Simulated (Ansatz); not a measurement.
The calculation used DFT, PBEsol, plane waves (420 eV) with PAW, scalar-relativistic (Ansatz). (PAW data from PBE, frozen cores regenerated.)

An element in the diamond structure gives this curve. The cell is scaled uniformly from the relaxed one, with fractional coordinates and shape fixed. Energies are extrapolated to zero smearing, pressures are those at the given smearing. Magnetic state: spin not included.

```csv
V (Å³/atom),E − E₀ (meV/atom),P (GPa)
114.951,7.8,0.17
120.176,3.3,0.10
125.401,0.8,0.05
130.626,0.0,0.00
135.851,0.6,-0.04
141.076,2.5,-0.07
146.301,5.3,-0.10
```

Which element is it?
A. ytterbium
B. sodium
C. potassium
D. rubidium

D. Its fit is V₀ = 130.79 Å³/atom, B₀ = 1.1 GPa, B₀′ = 3.4.
